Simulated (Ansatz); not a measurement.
GaN (wurtzite)

```
GaN
1.0
    3.21838     0.00000     0.00000
   -1.60919     2.78720     0.00000
    0.00000     0.00000     5.24320
Ga N
2 2
Cartesian
  1.60919   0.92907   0.00505
  0.00000   1.85813   2.62665
  1.60919   0.92907   3.27300
  0.00000   1.85813   0.65140
```

In this cell atom 2 (Ga, nearest neighbour N at 1.967 Å; its periodic images, 3.2 Å or more away, move with it) is moved by u·(0.707, 0.707, 0.000) + v·(0.000, 0.000, 1.000); the rest is frozen.

Level of theory: PBE (plane waves to 420 eV, PAW, scalar-relativistic; Ansatz, a first-principles code). k mesh 10×10×5 (Γ-centred), Fermi-Dirac smearing 0.05 eV. Points where atoms come too close for the PAW data are left out (x in tables, blank in figures). As the smearing reaches across the gap at some points, energies and forces of such displacements shift with the k mesh and the smearing. Fu and Fv are the components of the force on the atom. GaN was relaxed with its symmetry unable to fall. 

Problem. What Fu (eV/Å) does the calculation give at all points of the grid u = -0.650, -0.325, 0.000, 0.325, 0.650 by v = -0.650, -0.325, 0.000, 0.325, 0.650?

Solution. Fu (eV/Å), with u across and v down:

| v \ u | -0.650 | -0.325 | 0.000 | 0.325 | 0.650 |
|---|---|---|---|---|---|
| -0.650 | -5.18 | x | x | x | 6.99 |
| -0.325 | 7.87 | 1.61 | 0.00 | -0.35 | -1.32 |
| 0.000 | x | 6.40 | 0.00 | -2.94 | -4.81 |
| 0.325 | x | 11.00 | 0.00 | -4.73 | -7.71 |
| 0.650 | x | 13.33 | 0.00 | -5.62 | -9.17 |

(For displaced atoms, the force is minus the slope of the energy, and its curvature is a force constant, which sets phonon frequencies.)
